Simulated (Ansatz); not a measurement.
## Moving the dispersion correction in Co2Pd

The cell as given:

Symmetry: P-3m1, No. 164, trigonal system. Conventional cell: a = 2.638 Å, b = 2.638 Å, c = 6.319 Å, α = 90.00°, β = 90.00°, γ = 120.00°. Around Pd (site symmetry -3m) lie 6 Pd at 2.64 Å and 6 Co at 2.68 Å. Co (site symmetry 3m) is surrounded by 9 Co at 2.43 to 2.64 Å and 3 Pd at 2.68 Å.

The cell comes from a database or a generator and needn't be the stable form of this composition.

Kept alike: task relaxation of cell and atoms; functional PBEsol; k mesh 12 × 12 × 4; occupations fermi-dirac, width 0.05 eV; collinear spin, ferromagnetic start. Program: Ansatz, Ansatz PAW, cutoff 420 eV. The mesh is that of the run's cell of 3 atoms. No spin-orbit coupling.

| dispersion correction | volume (Å³/atom) | first edge of the run's cell (Å) | third edge of the run's cell (Å) | largest site moment (μB) |
| --- | --- | --- | --- | --- |
| D3(BJ) | 11.691 | 2.564 | 6.158 | 1.78 |
| D3(BJ)-ATM | 11.783 | 2.571 | 6.174 | 1.78 |
| D4 | 11.852 | 2.576 | 6.188 | 1.79 |
| none | 12.022 | 2.588 | 6.218 | 1.80 |

The relaxations keep at least the cell's symmetry (P-3m1). For a metal such a mesh leaves the last digits unconverged. Relaxations stop with a little pressure left, so the last digits of a volume or edge aren't settled. Ansatz's relaxations hold a Pulay term in the stress (up to 0.2 GPa here). The runs hold the magnetic state that their start led to, which needn't be the lowest. Site moments count inside each atom's sphere or projector. All rows use potentials made for PBE.

The volume runs from 11.691 (D3(BJ)) to 12.022 Å³/atom (none). Against no correction: D3(BJ) -2.8 %; D3(BJ)-ATM -2.0 %; D4 -1.4 %. Dispersion terms mostly attract and so lower the volume; the schemes' coefficients and damping set how far. The first edge of the run's cell runs from 2.564 (D3(BJ)) to 2.588 Å (none). The third edge of the run's cell runs from 6.158 (D3(BJ)) to 6.218 Å (none). The largest site moment runs from 1.78 (D3(BJ); D3(BJ)-ATM) to 1.80 μB (none).
